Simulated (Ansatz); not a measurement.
Ga₂S₃:
```yaml
crystal:
  lattice:
    - [5.62680, 3.22886, 0.00000]
    - [-5.62680, 3.22886, 0.00000]
    - [-3.64436, 0.00000, 6.04646]
  atoms:
    - { symbol: Ga, position: [0.86327, 0.26946, 0.38052] }
    - { symbol: Ga, position: [0.73054, 0.13673, 0.88052] }
    - { symbol: Ga, position: [0.55348, 0.64162, 0.37068] }
    - { symbol: Ga, position: [0.35838, 0.44652, 0.87068] }
    - { symbol: S, position: [0.57298, 0.25294, 0.49745] }
    - { symbol: S, position: [0.74706, 0.42702, 0.99745] }
    - { symbol: S, position: [0.24007, 0.58574, 0.48796] }
    - { symbol: S, position: [0.41426, 0.75993, 0.98796] }
    - { symbol: S, position: [0.08818, 0.09024, 0.01437] }
    - { symbol: S, position: [0.90976, 0.91182, 0.51437] }
```

Relaxed with r²SCAN. Special points in fractions of this cell's reciprocal vectors: Γ (0.000, 0.000, 0.000); C (0.362, 0.362, 0.000); C2 (-0.362, 0.638, 0.000); Y2 (-0.500, 0.500, 0.000); M2 (-0.500, 0.500, 0.500); D (-0.270, 0.730, 0.500); D2 (0.270, 0.270, 0.500); A (0.000, 0.000, 0.500); L2 (0.000, 0.500, 0.500); V2 (0.000, 0.500, 0.000).

Problem. List the band energies nearest the valence-band maximum at these points for r²SCAN (plane waves, PAW; program Ansatz).

Solution. In eV from the valence-band maximum; about four levels below and three above (degenerate sets whole), none deeper than 8.9 eV; points with the same levels are listed once.

| k | below | above |
|---|---|---|
| Γ | -1.08 -0.73 -0.56 0.00 | 2.33 2.84 3.47 |
| C | -1.52 -1.28 -1.13 -0.19 | 2.87 3.10 3.19 |
| Y2 | -1.79 -1.48 -1.38 -0.22 | 3.18 3.36 3.62 |
| M2 | -1.44 -1.44 -0.57 -0.57 | 2.98 2.98 3.76 3.76 |
| D | -1.41 -1.41 -0.63 -0.63 | 3.13 3.13 3.53 3.53 |
| A | -1.17 -1.17 -0.61 -0.61 | 3.42 3.42 4.16 4.16 |
| L2 | -1.64 -1.15 -0.87 -0.58 | 3.02 3.40 3.89 |
| V2 | -1.43 -1.38 -1.16 -0.12 | 2.91 3.06 3.57 |

Space group Cc. The workflow started from a Materials Project entry (that database holds measured and hypothetical structures alike); the Crystallography Open Database files this formula in space group No. 9, but the cells were not matched. Whether it is the stable phase at ambient conditions was not checked. The cell was relaxed with r²SCAN under the symmetry of its start; whether a distortion lowers the energy is not shown. Spin–orbit coupling is left out wherever it is not named.

Potentials: the later of the program's two PAW sets.
